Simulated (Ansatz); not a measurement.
**CsH: moving H off its site**

CsH, Pm-3m, a = 3.818 Å (as given, not relaxed at this level: -1.9 GPa). This isn't the usual stable structure of the compound. Ansatz: LDA, PAW, 420 eV, Γ-centred 8×8×8 mesh on 2 atoms, Gaussian smearing 0.05 eV; no spin polarisation.

```yaml
crystal:
  lattice:
    - [3.81841, 0.00000, 0.00000]
    - [0.00000, 3.81841, 0.00000]
    - [0.00000, 0.00000, 3.81841]
  atoms:
    - { symbol: Cs, position: [0.00000, 0.00000, 0.00000] }
    - { symbol: H, position: [0.50000, 0.50000, 0.50000] }
```

Atom 2 (H) moves by x along the unit vector (0.000, 0.000, 1.000), with its periodic images; all else is held. y is the free energy of the cell over the start, F the force along the path summed over the moved atoms. Symmetry makes y even in x.

| x (Å) | y (meV) | F (eV/Å) |
| --- | --- | --- |
| -0.5000 | 39.88 | 0.17 |
| -0.2500 | 9.32 | 0.08 |
| 0.0000 | 0.00 | 0.00 |
| 0.0625 | 0.57 | -0.02 |
| 0.1250 | 2.28 | -0.04 |
| 0.1875 | 5.18 | -0.06 |
| 0.3125 | 14.78 | -0.10 |
| 0.3750 | 21.63 | -0.12 |
| 0.4375 | ? | ? |

Problem. Fit y = c2 x² + c4 x⁴ to the energies of the other rows, give the force constant, and predict energy and force of the missing row.

Solution. Least squares on the rows shown. y = 146.04 x² + 54.039 x⁴. The force constant is 2 c2 = 0.292 eV/Å² (for all images moving together, not for a lone atom). With two atoms in a cubic cell this is the optical mode at Γ without the LO field: ω = 521.5 √(2 c2/μ) = 282 cm⁻¹ for μ = 1.00 u. The force −dy/dx at the missing row is -0.15 eV/Å (computed -0.15). At x = 0.4375 the fit asked for gives 29.93 meV. The run gave 29.96 meV, so the fit is 0.03 meV too low, within twice the rms miss on the fitted rows (0.02 meV).